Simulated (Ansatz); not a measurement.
# How much do the gradients of ZrB2 depend on the method?

Cell: an entry of the Crystallography Open Database (COD).

```
Zr B
1.0
     3.17000    0.00000    0.00000
    -1.58500    2.74530    0.00000
     0.00000    0.00000    3.53300
Zr B
1 2
Direct
  0.00000 0.00000 0.00000
  0.33333 0.66667 0.50000
  0.66667 0.33333 0.50000
```

Atom numbers follow the list; atoms alike are taken as one site, whose name carries the number of the first.

First run. Method: Kohn–Sham DFT in Ansatz, PBE, plane waves and PAW, scalar-relativistic, 420 eV cutoff, Γ-centred 16×16×12 k-points, Fermi–Dirac smearing 0.05 eV.

```csv
site,atom,V_zz (10²¹ V/m²),η
Zr,1,4.52,0.00
B,2,0.066,0.00
```

Second run. The same atoms and settings, except that spin–orbit coupling is included (fully relativistic PAW files) and the mesh is 17×17×13.

**Question.** What does the second run give?

**Answer.** 

```
site  atom   V_zz     η  change of V_zz
  Zr     1   4.56  0.00           +0.04
   B     2  0.058  0.00           -0.01
```

The largest change of V_zz is on Zr, from 4.52 to 4.56. In per cent, |V_zz| changes by +1 on Zr (all sites that start above 2).
